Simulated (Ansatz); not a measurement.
SiC (6H type, space group P6_3mc)

```xyz
12
Lattice="3.0785 0.0000 0.0000 -1.5392 2.6660 0.0000 0.0000 0.0000 15.1068" Properties=species:S:1:pos:R:3 pbc="T T T"
Si     0.0000     0.0000    15.1041
Si     0.0000     0.0000     7.5507
Si     1.5392     0.8887    12.5852
Si     0.0000     1.7774     5.0318
Si     1.5392     0.8887     2.5168
Si     0.0000     1.7774    10.0702
C      0.0000     0.0000    13.2104
C      0.0000     0.0000     5.6570
C      1.5392     0.8887    10.6971
C      0.0000     1.7774     3.1437
C      1.5392     0.8887     0.6289
C      0.0000     1.7774     8.1823
```

E(V) scan at fixed shape, V₀ the volume above. The atoms relax within the cell's symmetry.

Method: r2SCAN (plane waves to 500 eV, PAW, scalar-relativistic; Ansatz, an electronic-structure program). k mesh 10×10×2 (Γ-centred), Fermi-Dirac smearing 0.05 eV. E stands for the smeared free energy. Compression counts positive. With the shape held, the modulus is that of even scaling; a crystal free to change shape is softer. SiC was relaxed with its symmetry unable to fall. The zero of ΔE is the relaxed starting cell.

```json
[
 {"V (Å³/atom)": "8.679", "ΔE (meV/atom)": "withheld"},
 {"V (Å³/atom)": "8.955", "ΔE (meV/atom)": "164.0"},
 {"V (Å³/atom)": "9.230", "ΔE (meV/atom)": "100.1"},
 {"V (Å³/atom)": "9.506", "ΔE (meV/atom)": "53.7"},
 {"V (Å³/atom)": "9.781", "ΔE (meV/atom)": "22.8"},
 {"V (Å³/atom)": "10.057", "ΔE (meV/atom)": "5.5"},
 {"V (Å³/atom)": "10.332", "ΔE (meV/atom)": "0.0"},
 {"V (Å³/atom)": "10.608", "ΔE (meV/atom)": "5.0"},
 {"V (Å³/atom)": "10.883", "ΔE (meV/atom)": "19.2"},
 {"V (Å³/atom)": "11.159", "ΔE (meV/atom)": "41.4"},
 {"V (Å³/atom)": "11.434", "ΔE (meV/atom)": "70.7"},
 {"V (Å³/atom)": "11.710", "ΔE (meV/atom)": "106.1"},
 {"V (Å³/atom)": "11.985", "ΔE (meV/atom)": "146.9"}
]
```

### Question
Fit a third-order Birch-Murnaghan form (E₀, V₀, B₀, B₀′ free) to the given rows and predict ΔE at V = 8.679.

### Answer
Least squares on the 12 given rows: ΔE = E₀ + (9V₀B₀/16)·y²·[2 + (B₀′ − 4)y], y = (V₀/V)^(2/3) − 1, with V₀ = 10.332 Å³/atom, B₀ = 227.0 GPa (160.2 GPa = 1 eV/Å³; the term in eV is multiplied by 1000), B₀′ = 3.89, E₀ = 0.06 meV/atom; root-mean-square residual 0.05 meV/atom. At 8.679 the fit gives 248.5 meV/atom; the calculation gives 248.1 meV/atom, so the extrapolation is off by 0.4 (+0.2 %). For the pressure the fit gives 55.5 GPa against the computed 55.3 GPa.

(Under strain, the slope of the energy per volume gives the stress and its curvature an elastic modulus.)
